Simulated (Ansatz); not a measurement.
An element in the diamond structure gives these cold pressures by all-electron LAPW under PBE (Ansatz 0.2.0, scalar-relativistic, no spin polarisation).

| V (Å³/atom) | P (GPa) |
| --- | --- |
| 5.70 | -0.04 |
| 5.41 | 24.4 |
| 4.84 | 94.7 |
| 4.27 | 209.4 |
| 3.70 | 402.5 |
| 3.13 | 743.7 |
| 2.56 | 1393 |
| 2.28 | 1945 |

Question: Which element is it?

Answer: C. Its zero-pressure volume in this structure is near 5.7 Å³/atom; the volume and the steepness of P(V) together point to it, though neighbours can come close. Neighbours weren't tried against these numbers.
